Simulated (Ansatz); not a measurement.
All-electron LAPW in Ansatz 0.2.0 under PBEsol, scalar-relativistic, energies extrapolated to zero smearing. Slabs are 1×1 cells cut from bulk crystals relaxed on PAW files, with atoms then relaxed, 16 to 20 Å of vacuum, a dipole correction, k spacings of 0.16 to 0.26 Å⁻¹ and smearing of 0.02 to 0.1 eV, without spin–orbit coupling or spin polarisation. The bulk type named needn't be the stable one, and no reconstruction is allowed.

```tsv
slab	area (Å²)	γ (J/m²)	Φ (eV)	Δd12 (%)
diamond Ge (111), 6 layers	13.95	1.12	4.71	?
diamond Ge (110), 3 layers	22.78	1.19	4.63	?
diamond Ge (100), 6 layers	16.11	1.55	4.97	0.0
```

What belongs in the row "diamond Ge (111), 6 layers", column "Δd12 (%)"?

-4.4.

What belongs in the row "diamond Ge (110), 3 layers", column "Δd12 (%)"?

-1.7.
